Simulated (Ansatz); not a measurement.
# Structure optimisation: platinum, dhcp

Theory: Ansatz, DFT, r2SCAN, plane waves (500 eV) with PAW, scalar-relativistic. The PAW files were generated under PBE, with cores re-solved for the functional.

k-point mesh 13×13×4, Fermi-Dirac smearing 0.05 eV, starting moments 1.00 ×4 μB. Cell and atoms relax.

Starting structure:

```
CELL_PARAMETERS angstrom
2.77405 0.00000 0.00000
-1.38702 2.40239 0.00000
0.00000 0.00000 9.06004
ATOMIC_POSITIONS crystal
Pt 0.00000 0.00000 0.00000
Pt 0.00000 0.00000 0.50000
Pt 0.33333 0.66667 0.25000
Pt 0.66667 0.33333 0.75000
```

The pressure at the start is 4.6 GPa. By how much does the volume change?

From 15.09 to 15.35 Å³ per atom, 1.7 %. The final cell has a = 2.756 Å, c = 9.330 Å (c/a = 3.385).

How much energy does the relaxation gain?

7.7 meV per atom.

Path of the relaxation (the plane waves are chosen anew near the end, which can shift the energy a little):

| step | E − E(final) (meV/atom) | V (Å³/atom) | P (GPa) | max force (eV/Å) |
| --- | --- | --- | --- | --- |
| 0 | 7.72 | 15.095 | 4.63 | 0.000 |
| 1 | 1.93 | 15.370 | -0.42 | 0.000 |
| 2 | 1.26 | 15.375 | -0.62 | 0.000 |
| 3 | 0.27 | 15.359 | -0.30 | 0.000 |
| 4 | 0.15 | 15.343 | 0.09 | 0.000 |
| 5 | 0.13 | 15.345 | 0.01 | 0.000 |
| 6 | 0.00 | 15.345 | 0.02 | 0.000 |

Which magnetic state does it end in?

non-magnetic.
